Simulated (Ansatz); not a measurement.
Starting cell, B (space group R-3m):

```yaml
crystal:
  lattice:
    - [2.42047, 1.39746, 4.13138]
    - [-2.42047, 1.39746, 4.13138]
    - [0.00000, -2.79491, 4.13138]
  atoms:
    - { symbol: B, position: [0.01046, 0.65431, 0.01046] }
    - { symbol: B, position: [0.98954, 0.34569, 0.98954] }
    - { symbol: B, position: [0.01046, 0.01046, 0.65431] }
    - { symbol: B, position: [0.98954, 0.98954, 0.34569] }
    - { symbol: B, position: [0.65431, 0.01046, 0.01046] }
    - { symbol: B, position: [0.34569, 0.98954, 0.98954] }
    - { symbol: B, position: [0.22147, 0.62999, 0.22147] }
    - { symbol: B, position: [0.77853, 0.37001, 0.77853] }
    - { symbol: B, position: [0.22147, 0.22147, 0.62999] }
    - { symbol: B, position: [0.77853, 0.77853, 0.37001] }
    - { symbol: B, position: [0.62999, 0.22147, 0.22147] }
    - { symbol: B, position: [0.37001, 0.77853, 0.77853] }
```

A phonon eigenvector at Γ is frozen into this cell: atom i moves by Q times the vector below, so Q is the largest atomic displacement, in Å. The cell is held.

```tsv
atom	x	y	z
B1	-0.866	0.500	0.025
B2	-0.866	0.500	0.025
B3	0.000	-1.000	0.025
B4	0.000	-1.000	0.025
B5	0.866	0.500	0.025
B6	0.866	0.500	0.025
B7	0.148	-0.086	-0.025
B8	0.148	-0.086	-0.025
B9	0.000	0.171	-0.025
B10	0.000	0.171	-0.025
B11	-0.148	-0.086	-0.025
B12	-0.148	-0.086	-0.025
```

Level of theory: LDA (plane waves to 420 eV, PAW, scalar-relativistic; Ansatz, a program for electronic structure). k mesh 7×7×7 (Γ-centred), Fermi-Dirac smearing 0.05 eV. Energies are smeared free energies. B was relaxed with its symmetry unable to fall. ΔE is measured from the undisplaced structure.

```json
[
 {"Q (Å)": "-0.1000", "ΔE (meV/cell)": "1172"},
 {"Q (Å)": "-0.0833", "ΔE (meV/cell)": "withheld"},
 {"Q (Å)": "-0.0667", "ΔE (meV/cell)": "509"},
 {"Q (Å)": "-0.0500", "ΔE (meV/cell)": "284"},
 {"Q (Å)": "-0.0333", "ΔE (meV/cell)": "126"},
 {"Q (Å)": "-0.0167", "ΔE (meV/cell)": "31"},
 {"Q (Å)": "0.0000", "ΔE (meV/cell)": "0"},
 {"Q (Å)": "0.0167", "ΔE (meV/cell)": "31"},
 {"Q (Å)": "0.0333", "ΔE (meV/cell)": "126"},
 {"Q (Å)": "0.0500", "ΔE (meV/cell)": "284"},
 {"Q (Å)": "0.0667", "ΔE (meV/cell)": "509"},
 {"Q (Å)": "0.0833", "ΔE (meV/cell)": "withheld"},
 {"Q (Å)": "0.1000", "ΔE (meV/cell)": "1172"}
]
```

Q: Fit an even polynomial form (powers 2, 4) to the given rows and predict ΔE at Q = 0.0833.

A: Least squares on the 11 given rows: ΔE = (112300)·Q² + (485800)·Q⁴, in meV/cell with Q in Å; root-mean-square residual 0.5 meV/cell. At 0.0833 the fit gives 803 meV/cell; the calculation gives 804 meV/cell, so the interpolation is off by -1 (-0.1 %). The quadratic term alone would give 779 meV/cell.

(A displaced cell: forces are minus the slopes of the energy, force constants its curvatures, and phonons follow from these.)
